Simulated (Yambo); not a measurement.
KF (rock salt, space group Fm-3m, No. 225) under isotropic strain of +1 % on all lattice vectors; a = 3.7865 Å, b = 3.7865 Å, c = 3.7865 Å, α = 60.00°, β = 60.00°, γ = 60.00°. With the G0W0 scissor the direct gap on the mesh is 9.90 eV.

### Question
Can the lowest exciton of this BSE run be trusted, and with what binding energy? (Yambo, PBEsol bands; 10×10×10 mesh, 3 valence and 1 conduction bands, static screening with 21 bands and a 4 Ry block, scissor 3.87 eV, Tamm-Dancoff.)

### Answer
The mesh holds a bound state, but the numbers are provisional. These are vertical excitations (zero momentum). The lowest state lies at 8.45 eV (strong for light along x, 3 states within 2 meV), the direct quasiparticle gap on this mesh at 9.90 eV. Its binding energy, counted from that gap, is 1.45 eV; it spreads over about 52 k points of the mesh. Convergence with the mesh was not shown. The scissor comes from a G0W0 run whose convergence isn't established. 

Geometry strained from the cell relaxed with PBEsol, atoms relaxed again.
